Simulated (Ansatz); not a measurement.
Input file for Ansatz (an electronic-structure program):

Ansatz 0.2 input:
```yaml
crystal:
  lattice:
    - [2.8629653327, 0.0, 0.0]
    - [0.0, 2.8629653327, 0.0]
    - [0.0, 0.0, 2.8640276817]
  atoms:
    - { symbol: Al, position: [0.0, 0.0, 0.0] }
    - { symbol: Ni, position: [0.5, 0.5, 0.5] }
kpoints:
  mp_grid: { grid: [30, 30, 30] }
hamiltonian:
  xc: r2scan
  pseudopotentials: { kind: paw }
scf:
  occupations: { method: fermi_dirac, width: 0.1 }
elastic: { mode: relaxed_ion, stencil: two_point, amplitude: 0.005, f_tol: 0.0005 }
```

Output (shortened):

```
Pseudopotential: Al, paw, valence charge 3
Pseudopotential: Ni, paw, valence charge 18
Functional definition: r2SCAN
Crystal: 2 atoms, lattice volume = 23.475 Å³
Basis set: ecut = 500 eV, 619 PW (Γ), exchange–correlation on 96×96×96 points (64 copies of the dense FFT grid, shifted against one another)
Bands: 15, of which v1, the nominal top of the filled ones, is band 11 counted from 1 (10 counted from 0)
Symmetry: 16 space group operations
Space group: P4/mmm (ITA 123), of the structure as read, at distance tolerance 2.9e-5 Å
k-points: 2176 of 27000
SCF 1 converged in 11 iterations: F = -6387.066660 eV  dr2 = 1.36e-14
Crystal: 2 atoms, lattice volume = 23.475 Å³
SCF 2 converged in 2 iterations: F = -6387.066660 eV  dr2 = 5.67e-14
Crystal: 2 atoms, lattice volume = 23.358 Å³
Basis set: ecut = 500 eV, 611 PW (Γ), exchange–correlation on 96×96×96 points (64 copies of the dense FFT grid, shifted against one another)
Symmetry: 8 space group operations
k-points: 4096 of 27000
SCF 3 converged in 11 iterations: F = -6387.066189 eV  dr2 = 3.03e-14
Crystal: 2 atoms, lattice volume = 23.593 Å³
SCF 4 converged in 8 iterations: F = -6387.066281 eV  dr2 = 2.60e-15
Crystal: 2 atoms, lattice volume = 23.358 Å³
SCF 5 converged in 11 iterations: F = -6387.066212 eV  dr2 = 3.23e-14
Crystal: 2 atoms, lattice volume = 23.593 Å³
SCF 6 converged in 7 iterations: F = -6387.066259 eV  dr2 = 8.53e-14
Crystal: 2 atoms, lattice volume = 23.475 Å³
Symmetry: 4 space group operations
k-points: 7232 of 27000
SCF 7 converged in 10 iterations: F = -6387.066412 eV  dr2 = 2.20e-15
Crystal: 2 atoms, lattice volume = 23.475 Å³
SCF 8 converged in 7 iterations: F = -6387.066412 eV  dr2 = 7.25e-15
Crystal: 2 atoms, lattice volume = 23.475 Å³
k-points: 3856 of 27000
SCF 9 converged in 10 iterations: F = -6387.066412 eV  dr2 = 3.00e-15
Crystal: 2 atoms, lattice volume = 23.475 Å³
SCF 10 converged in 7 iterations: F = -6387.066412 eV  dr2 = 4.50e-14
SCF converged after 2 iterations
Free energy (F): -6387.066660 eV
Harris-Foulkes:  -6387.066660 eV  (|F-HF|=9.09e-13)
Internal energy: -6387.039901 eV  (E = F + TS)
E sigma→0 (E₀):  -6387.053280 eV
Entropy (-TS):   -0.026759 eV (-13.379 meV/atom)
Fermi energy:    14.171152 eV
--- Per-component energies (eV) ---
  E_band       = -355.867529
  E_kinetic    = 311.642893
  E_local      = -4429.274539  (includes V_loc(G=0)·N_el)
  E_nonlocal   = 652.121707
  E_hartree    = 1910.616940
  E_xc         = -117.371583
  E_vxc        = -151.365669  (∫ρ·V_xc dr)
  E_paw        = -2120.884669  (= ΣΔE_a)
  E_vpaw       = -570.662787  (= ΣTr[D̂ρ^β])
  E_aug_tail   = 0.000233  (compensation charges beyond the density's cutoff)
  E_vtau       = 10.436775  (kinetic-family band-sum trace: ∫τ·v_τ [+ j·A + Jᵃ·Aᵃ] dr)
  E_ewald      = -2593.530704
  E_core_change = -0.360177  (= ΣΔE_core)
  E_smearing   = -0.026759  (= −TS)
  E_closure    = 0.000000  (closes the sum)
  Σ components = -6387.066660   (vs F -6387.066660, Δ=0.00e0)
--- Forces (eV/Å), atoms counted from 1 ---
  atom   1  Al     0.00000000     0.00000000     0.00000000
  atom   2  Ni     0.00000000     0.00000000     0.00000000
  max |Σ_I F_I| component: 0.0 eV/Å
--- Stress (GPa, compression-positive) ---
        0.054341       0.000000       0.000000
        0.000000       0.054341       0.000000
        0.000000       0.000000       0.023799
  P = ⅓ Tr σ = 0.0442 GPa (0.442 kbar)
--- Band table (eV; the first three rows and the last of 2176) ---
  k-point 0: bands = ["-92.8356", "-51.7588", "-51.7587", "-51.7587", "2.2762", "10.7161", "10.7166", "12.5259", "12.5259", "12.5268", "20.0981", "20.1124", "20.1124", "22.6110", "22.6144"]
  k-point 1: bands = ["-92.8356", "-51.7591", "-51.7587", "-51.7587", "2.2980", "10.7143", "10.7220", "12.5162", "12.5162", "12.5278", "19.7937", "20.1413", "20.1413", "22.6158", "22.8989"]
  k-point 2: bands = ["-92.8356", "-51.7599", "-51.7586", "-51.7586", "2.3635", "10.7079", "10.7380", "12.4879", "12.4879", "12.5308", "19.1217", "20.2273", "20.2273", "22.6198", "23.5182"]
  k-point 2175: bands = ["-92.8307", "-51.7804", "-51.7804", "-51.7803", "9.7607", "9.7609", "9.7609", "13.1494", "13.1506", "16.1462", "16.1470", "16.1470", "18.7785", "18.8896", "18.8896"]
--- Elastic constants: 4 strain directions × 2 members + reference (group order 16) ---
  dense FFT box of the reference and of every strained cell: 24×24×24
  strains applied: 11, 33, 23, 12; error gains …
  C = ∂σ_k/∂η_j (tension-positive GPa; Voigt order 11 22 33 23 13 12):
       231.491    148.799    148.935      0.000      0.000      0.000
       148.799    231.491    148.935      0.000      0.000      0.000
       148.905    148.905    231.123      0.000      0.000      0.000
         0.000      0.000      0.000    134.688      0.000      0.000
         0.000      0.000      0.000      0.000    134.688      0.000
         0.000      0.000      0.000      0.000      0.000    134.628
  reference stress σ⁰ (GPa):     -0.054     -0.054     -0.024      0.000      0.000      0.000
  moduli (Voigt/Reuss/Hill, GPa): K = 176.38/176.38/176.38   G = 97.30/70.65/83.98   E = 217.42   ν = 0.295
  mechanically stable: yes (min eigenvalue of sym C = 82.29 GPa)
  strain η (Voigt 11):  stress-route row diagonal C_11 = 231.49 GPa, energy-path curvature d²(F+E_count+ΔE)/dδ²/Ω₀ = 231.46 GPa
         δ    σ_11 (GPa)             F (eV)   n_scf  n_hpsi   n_pw
    -5.000e-3      -1.2346       -6387.0661893      11  1449807    624   relax 0 steps, max|allowed force component| 0.0 eV/Å
     5.000e-3       1.0803       -6387.0662805       8  1186832    624   relax 0 steps, max|allowed force component| 0.0 eV/Å
  strain η (Voigt 33):  stress-route row diagonal C_33 = 231.12 GPa, energy-path curvature d²(F+E_count+ΔE)/dδ²/Ω₀ = 231.10 GPa
         δ    σ_33 (GPa)             F (eV)   n_scf  n_hpsi   n_pw
    -5.000e-3      -1.2022       -6387.0662124      11  769703    624   relax 0 steps, max|allowed force component| 0.0 eV/Å
     5.000e-3       1.1090       -6387.0662586       7  606563    624   relax 0 steps, max|allowed force component| 0.0 eV/Å
  strain η (Voigt 23):  stress-route row diagonal C_44 = 134.69 GPa, energy-path curvature d²(F+E_count+ΔE)/dδ²/Ω₀ = 134.72 GPa
         δ    σ_23 (GPa)             F (eV)   n_scf  n_hpsi   n_pw
    -5.000e-3      -0.6734       -6387.0664123      10  2303993    624   relax 0 steps, max|allowed force component| 0.00e0 eV/Å
     5.000e-3       0.6734       -6387.0664123       7  2042134    624   relax 0 steps, max|allowed force component| 0.00e0 eV/Å
  strain η (Voigt 12):  stress-route row diagonal C_66 = 134.63 GPa, energy-path curvature d²(F+E_count+ΔE)/dδ²/Ω₀ = 134.67 GPa
         δ    σ_12 (GPa)             F (eV)   n_scf  n_hpsi   n_pw
    -5.000e-3      -0.6731       -6387.0664123      10  1231718    624   relax 0 steps, max|allowed force component| 0.0 eV/Å
     5.000e-3       0.6731       -6387.0664123       7  1072610    624   relax 0 steps, max|allowed force component| 0.0 eV/Å
```

Cost: around 22 core-minutes (rough) on shared cores.

Space group Pm-3m (CsCl type). The cell was relaxed with r²SCAN under the symmetry of its start; of distortions, only those at the zone centre were tested. The run is not spin-polarised. As this level gives no gap, shear constants depend on the k-mesh and smearing (Fermi–Dirac, 0.1 eV here). Point labels and valley counts follow the cell and symmetry of the run, lower than the named group.

Potentials: the later of the program's two PAW sets.

Ansatz is a plane-wave DFT program.
